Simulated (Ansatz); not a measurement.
Te2Mo:
```
Te2Mo
1.0
    3.54639     0.00000     0.00000
   -1.77319     3.07126     0.00000
    0.00000     0.00000    14.25638
Mo Te
2 4
Cartesian
  0.00000   2.04751   3.56409
  1.77319   1.02375  10.69228
  0.00000   2.04751   8.90021
  1.77319   1.02375   1.77202
  1.77319   1.02375   5.35617
  0.00000   2.04751  12.48435
```

Relaxed with r²SCAN+D4.

Q: Give the Bader charges and basin volumes of the independent atoms, the program Ansatz at the r²SCAN+D4 level (PAW).

A: 

| atom | Bader charge (e) | Bader volume (Å³) |
|---|---|---|
| Mo1 | +0.68 | 16.1 |
| Te3 | -0.34 | 30.8 |

Space group P6_3/mmc. The cell was relaxed with r²SCAN+D4 under the symmetry of its start. No spin polarisation was allowed. Spin–orbit coupling is left out wherever it is not named.

Potentials: the later of the program's two PAW sets.
